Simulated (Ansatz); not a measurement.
## SiW3 (Im-3m), comparing deformations

Level of theory: DFT PBEsol, scalar-relativistic, plane waves, PAW in Ansatz 0.2.0. Cutoff 420 eV, Γ-centred 14×14×14 k-points, Gaussian smearing of 0.15 eV. Spin–orbit coupling is left out, which can shift energies with elements as heavy as these. No spin polarisation. Energies are free energies at this smearing, counted from the undisturbed cell; pressure is positive in compression.

Zero of the scan (relaxed at this level; it needn't be the usual structure):

```
CELL_PARAMETERS angstrom
-2.57720 2.57720 2.57720
2.57720 -2.57720 2.57720
2.57720 2.57720 -2.57720
ATOMIC_POSITIONS crystal
Si 0.00000 0.00000 0.00000
W 0.50000 0.50000 0.00000
W 0.50000 0.00000 0.50000
W 0.00000 0.50000 0.50000
```

The cell is strained by ε times a Voigt pattern (xx, yy, zz, yz, xz, xy; engineering shear) with fractional coordinates fixed. τ = (1/V0) dE/dε comes from the stress tensor. Of each scan, only the three points used here are listed.

```csv
pattern,ε,τ (GPa)
"(0, 0, 0, 1, 0, 0)",-0.0100,1.02
"(0, 0, 0, 1, 0, 0)",0.0000,0.00
"(0, 0, 0, 1, 0, 0)",0.0100,-1.02
"(0, 0, 1, 0, 0, 0)",-0.0300,-15.30
"(0, 0, 1, 0, 0, 0)",0.0000,-0.02
"(0, 0, 1, 0, 0, 0)",0.0150,6.01
```

Task: Which constants do the scans give, and which deformation costs least for the same size of strain tensor?

Result: The slope dτ/dε at zero (parabola through three points) is pᵀCp: (0, 0, 0, 1, 0, 0) gives C44 = -102 GPa; (0, 0, 1, 0, 0, 0) gives C11 = 438 GPa. The size of the strain tensor, ε:ε, is ε² times 0.5, 1.0. Per unit of it the stiffnesses are -204, 438 GPa, so (0, 0, 0, 1, 0, 0) is the softest of these, and it is unstable with clamped ions.

In a metal these slopes depend on the k mesh and the smearing.

Cost: 12 runs of about 6.6 core-minutes in all, on Intel Xeon Platinum 8259CL (Skylake/Cascade Lake) (shared hosts).